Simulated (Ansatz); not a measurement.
Consider the following.

Li$_{5}$Sn$_{2}$:
```yaml
crystal:
  lattice:
    - [2.35689, 1.36075, 6.56422]
    - [-2.35689, 1.36075, 6.56422]
    - [0.00000, -2.72151, 6.56422]
  atoms:
    - { symbol: Sn, position: [0.07311, 0.07311, 0.07311] }
    - { symbol: Sn, position: [0.92689, 0.92689, 0.92689] }
    - { symbol: Li, position: [0.50000, 0.50000, 0.50000] }
    - { symbol: Li, position: [0.21341, 0.21341, 0.21341] }
    - { symbol: Li, position: [0.78659, 0.78659, 0.78659] }
    - { symbol: Li, position: [0.35436, 0.35436, 0.35436] }
    - { symbol: Li, position: [0.64564, 0.64564, 0.64564] }
```

This is the r²SCAN-relaxed structure.

Question: All from r²SCAN in the plane-wave PAW code Ansatz, unless another level is named. Estimate the density of states at the Fermi level.

Answer: 0.16 states/eV per atom (mean over ±0.08 eV).

Question: Predict the formation energy from the elements (no fitted shifts).

Answer: -0.43 eV/atom.

Space group R-3m. The workflow started from an entry of the Crystallography Open Database (COD). Whether it is the stable phase at ambient conditions was not checked. The cell was relaxed with r²SCAN under the symmetry of its start; whether a distortion lowers the energy is not shown. The references are the lowest solids computed at this level, not always the standard phases. Spin–orbit coupling is left out wherever it is not named.

Potentials: the later of the program's two PAW sets.
